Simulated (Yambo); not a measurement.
Yambo run on LiNbO$_{3}$ (centrosymmetric, paraelectric, space group R-3c, No. 167). The wavefunctions are PBEsol (Quantum ESPRESSO, PseudoDojo norm-conserving, 84 Ry, no spin-orbit coupling) ones on a 2×2×2 mesh (34 occupied bands); a = b = c = 5.5437 Å, α = β = γ = 56.75°.

Yambo input:

```
rim_cut
HF_and_locXC
RandQpts= 1000000
RandGvec= 1 Ry
EXXRLvcs= 84 Ry
VXCRLvcs= 336 Ry
% QPkrange
 1 | 1 | 34 | 35 |
 2 | 2 | 34 | 35 |
 3 | 3 | 34 | 35 |
 4 | 4 | 34 | 35 |
%
```

k points by index: 1 = Γ, 2 = L, 3 = F, 4 = Z.

The o-*.hf file then holds:

```
#    K-point    Band    Eo [eV]    Ehf [eV]    Vxc [eV]    Vnlxc [eV]
#
    1    34    0.000000    -4.961365    -20.03234    -24.99371
    1    35    2.496233    8.512551    -16.37336    -10.35704
    2    34    -0.153522    -5.244936    -19.25771    -24.34913
    2    35    3.993298    9.990419    -17.33131    -11.33419
    3    34    -0.195168    -5.340231    -19.13952    -24.28458
    3    35    2.449265    8.493501    -16.34277    -10.29853
    4    34    -0.221196    -5.308194    -19.18603    -24.27303
    4    35    4.046778    10.03749    -17.12144    -11.13073
```
Exchange alone, without screening.

Geometry of the Materials Project entry, not relaxed at this level.

This is not the ordinary phase of the substance.
